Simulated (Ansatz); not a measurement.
A geometry of Mg3Sb2 away from equilibrium: step 2 of the relaxation of a generated trial cell of Mg3Sb2 in the AFLOW prototype A2B3_hR5_166_c_ac (C33, as in Bi2Te3). Method: r2SCAN (plane waves to 500 eV, PAW, scalar-relativistic; Ansatz, a quantum-chemistry and plane-wave program). Γ-centred k-mesh 13×13×13 on the run's cell, Fermi–Dirac smearing 0.05 eV. The plane waves were selected for a different cell earlier on the path.

```
Mg3Sb2
1.0
    2.07107     1.19573     9.13051
   -2.07107     1.19573     9.13051
    0.00000    -2.39147     9.13051
Sb Mg
2 3
Cartesian
  0.00000   0.00000  10.89357
  0.00000   0.00000  16.49795
  0.00000   0.00000   0.00000
  0.00000   0.00000   5.76079
  0.00000   0.00000  21.63073
```

Give the Cartesian forces on all atoms (eV/Å).


```csv
atom,Fx,Fy,Fz
Sb1,0.00,0.00,0.28
Sb2,0.00,0.00,-0.28
Mg3,0.00,0.00,0.00
Mg4,0.00,0.00,0.31
Mg5,0.00,0.00,-0.31
```

The path ends in R-3m (No. 166). No spin polarisation in the result.

The run could not lose the symmetry of its start, so the end can be a saddle point.

The end of the path is a generated cell of Mg3Sb2: the first start was made by placing the elements on the sites of a structure type, and the end was not matched to a known phase here, so it may be hypothetical. Known forms of Mg3Sb2 include space group No. 164.
